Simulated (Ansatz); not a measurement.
Relaxed-ion elastic tensor of Sb (A7 (α-As type), R-3m) in GPa (Voigt order), PBE (plane waves, PAW; program Ansatz); density 6.34 g/cm³, 31.87 Å³ per atom.

```
 80.9   25.5   19.9  -14.8    0.0    0.0
 25.5   80.9   19.9   14.8    0.0    0.0
 19.9   19.9   32.6    0.0    0.0    0.0
-14.8   14.8    0.0   25.4    0.0    0.0
  0.0    0.0    0.0    0.0   25.4  -14.8
  0.0    0.0    0.0    0.0  -14.8   27.7
```

Question: Is the crystal mechanically stable?

Answer: Yes: the smallest eigenvalue of C is 11.7 GPa.

Question: Work out the Voigt, Reuss and Hill averages.

Answer: K_V = 36.1, K_R = 29.1, K_H = 32.6; G_V = 24.3, G_R = 16.6, G_H = 20.5 GPa.

Question: Give Young's modulus, Poisson's ratio, Pugh's ratio and the universal anisotropy index.

Answer: E = 9KG/(3K + G) = 50.8 GPa; ν = 0.24; K/G = 1.59 (brittle by the Pugh limit of 1.75); A_U = 5G_V/G_R + K_V/K_R − 6 = 2.55.

Question: Estimate the sound speeds and the Debye temperature.

Answer: v_l = √((K + 4G/3)/ρ) = 3070 m/s, v_t = √(G/ρ) = 1800 m/s, mean 1990 m/s; Θ = (h/k)(3n/4πV)^(1/3) v_m = 187 K.

Question: Solve the Christoffel equation for the three sound speeds along x, y, z.

Answer: Eigenvalues of C_ijkl n_j n_l equal ρv². In km/s, slowest first: x 1.36, 2.55, 3.57; y 1.85, 2.09, 3.65; z 2.00, 2.00, 2.27.

Question: How much does each axis shrink under pressure?

Answer: Linear compressibilities β_i = Σ_j S_ij (j = 1 to 3): x 4.7, y 4.7, z 25 per TPa.

The cell was relaxed with PBE under the symmetry of its start. As this level gives no gap, shear constants depend on the k-mesh and smearing (Fermi–Dirac, 0.1 eV here). Scalar-relativistic: spin–orbit coupling is off unless named, which matters more the heavier the elements.

Potentials: the later of the program's two PAW sets.
